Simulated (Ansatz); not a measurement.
Relaxed BAs (zinc blende):

```yaml
crystal:
  lattice:
    - [0.00000, 2.40467, 2.40467]
    - [2.40467, 0.00000, 2.40467]
    - [2.40467, 2.40467, 0.00000]
  atoms:
    - { symbol: As, position: [0.75000, 0.75000, 0.75000] }
    - { symbol: B, position: [0.00000, 0.00000, 0.00000] }
```

A phonon eigenvector at Γ is frozen into this cell: atom i moves by Q times the vector below, so Q is the largest atomic displacement, in Å. The cell is held. It is one choice among 3 degenerate patterns.

```tsv
atom	x	y	z
As1	0.000	0.000	0.144
B2	0.000	0.000	-1.000
```

Level of theory: PBE (plane waves to 420 eV, PAW, scalar-relativistic; Ansatz, a quantum-chemistry and plane-wave program). k mesh 12×12×12 (Γ-centred), Fermi-Dirac smearing 0.05 eV. E stands for the smeared free energy. Stress and pressure are positive under compression. BAs was relaxed with its symmetry unable to fall. ΔE is measured from the undisplaced structure.

```tsv
Q (Å)	P (GPa)	ΔE (eV/cell)
-0.180	2.53	0.328
-0.150	1.77	0.230
-0.120	1.14	0.149
-0.090	?	0.084
-0.060	0.29	0.037
-0.030	0.07	0.009
0.000	0.00	0.000
0.030	0.07	0.009
0.060	0.29	0.037
0.090	?	0.084
0.120	1.14	0.149
0.150	1.77	0.230
0.180	2.53	0.328
```

Task: What belongs in the gaps?

Result: 
- -0.090, P (GPa): 0.64
- 0.090, P (GPa): 0.64

(A displaced cell: forces are minus the slopes of the energy, force constants its curvatures, and phonons follow from these.)
